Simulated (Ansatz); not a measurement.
Given:

Ca:
```
Ca
1.0
    0.00000     2.78328     2.78328
    2.78328     0.00000     2.78328
    2.78328     2.78328     0.00000
Ca
1
Direct
  0.00000   0.00000   0.00000
```

This is the r²SCAN-relaxed structure.

**Question.** All from the program Ansatz at the r²SCAN level (PAW), unless another level is named. Give the Debye temperature from the elastic constants.

**Answer.** 232 K.

**Question.** What about the elastic constants (relaxed ions, GPa)?

**Answer.** C11 = 22.6, C12 = 15.6, C44 = 17.5.

**Question.** Predict the vibrational entropy at 300 K.

**Answer.** 41.5 J/(K·mol of atoms).

Space group Fm-3m (fcc (Cu type)). Symmetry was held in the r²SCAN relaxation; phonons on a q-mesh show no instability. As this level gives no gap, shear constants depend on the k-mesh and smearing (Fermi–Dirac, 0.1 eV here).

Potentials: the later of the program's two PAW sets.
